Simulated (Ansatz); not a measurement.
# HgTe (zinc blende), energy over volume and axial ratio

HgTe (zinc blende), conventional cell a = b = c = 6.6507 Å, α = β = γ = 90.00°. The calculation uses the primitive cell of 2 atoms, to which meshes and values per cell refer.

The relaxed cell is deformed in two ways at once: its volume V is scaled, and at that volume it is stretched along z (the c axis of the conventional cell) so that c/a changes. Fractional atomic positions are held.

Calculation: PBE (plane waves to 420 eV, PAW, scalar-relativistic; Ansatz, a program for electronic structure). k mesh 12×12×12 (Γ-centred), Fermi-Dirac smearing 0.05 eV. The energy includes the smearing's −TS. Compression counts positive. With partly filled bands, the response to shear is sensitive to the k mesh, so small differences along c/a are uncertain. At this level the bands of HgTe touch or barely overlap. HgTe was relaxed with its symmetry unable to fall. Spin-orbit coupling is left out, though Hg and Te are heavy. The relaxed volume of HgTe is well above the measured one; the method has no dispersion term. The zero of ΔE is the relaxed starting cell.

ΔE (eV/atom), with V/V₀ across and (c/a)/(c/a)₀ down:

```tsv
(c/a)/(c/a)₀ \ V/V₀	0.920	0.960	1.000	1.040	1.080
0.920	0.035	0.013	0.007	0.014	0.030
0.960	0.031	0.008	0.002	0.008	0.024
1.000	0.030	0.007	0.000	0.006	0.021
1.040	0.031	0.008	0.002	0.008	0.024
1.080	0.036	0.014	0.007	0.014	0.030
```

P (GPa), with V/V₀ across and (c/a)/(c/a)₀ down:

| (c/a)/(c/a)₀ \ V/V₀ | 0.920 | 0.960 | 1.000 | 1.040 | 1.080 |
|---|---|---|---|---|---|
| 0.920 | 3.4 | 1.4 | -0.1 | -1.3 | -2.2 |
| 0.960 | 3.5 | 1.5 | 0.0 | -1.2 | -2.2 |
| 1.000 | 3.5 | 1.6 | 0.0 | -1.2 | -2.2 |
| 1.040 | 3.5 | 1.5 | 0.0 | -1.2 | -2.2 |
| 1.080 | 3.4 | 1.5 | -0.1 | -1.3 | -2.2 |

Read from the data:

```
Quantity                                                                                         Result
-----------------------------------------------------  ------------------------------------------------
Shear modulus C′ = (C11 − C12)/2 (fit, atoms clamped)                                           7.4 GPa
Lowest place on the grid                                V/V₀ = 1.000, (c/a)/(c/a)₀ = 1.000 (0 meV/atom)
Highest place on the grid                              V/V₀ = 0.920, (c/a)/(c/a)₀ = 1.080 (36 meV/atom)
```

The 25 points together took very roughly 5 core-minutes.

(Under strain, the slope of the energy per volume gives the stress and its curvature an elastic modulus.)
